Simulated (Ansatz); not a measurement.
Ag: clamped-ion strain scan

Method: Ansatz, DFT r2SCAN, scalar-relativistic, plane waves, PAW. Settings: plane waves to 500 eV, k-mesh 20×20×20 (Γ-centred), Gaussian smearing 0.15 eV. No spin polarisation. Energies are free energies at this smearing, counted from the undisturbed cell; pressure is positive in compression.

Reference structure (as given, not relaxed at this level; it stands at -3.6 GPa; this bcc form isn't the usual structure):

```
CELL_PARAMETERS angstrom
-1.65565 1.65565 1.65565
1.65565 -1.65565 1.65565
1.65565 1.65565 -1.65565
ATOMIC_POSITIONS crystal
Ag 0.00000 0.00000 0.00000
```

The cell is strained by ε times the Voigt pattern (0, 0, 0, 0, 1, 0) (xx, yy, zz, yz, xz, xy; engineering shear) with fractional coordinates fixed. The cell is metallic on the mesh throughout.

| ε | ΔE (meV/atom) | stress summed along the pattern (GPa, tension positive) | pressure (GPa) |
| --- | --- | --- | --- |
| -0.0600 | 7.5 | -2.39 | -3.3 |
| -0.0300 | 1.8 | -1.13 | -3.5 |
| 0.0000 | 0.0 | 0.00 | -3.6 |
| 0.0150 | 0.5 | 0.57 | -3.5 |
| 0.0450 | ? | ? | -3.4 |

(1) Give the withheld values.

## Answers

(1) ΔE (meV/atom) at ε = 0.0450: 4.1; stress summed along the pattern (GPa, tension positive) at ε = 0.0450: 1.73.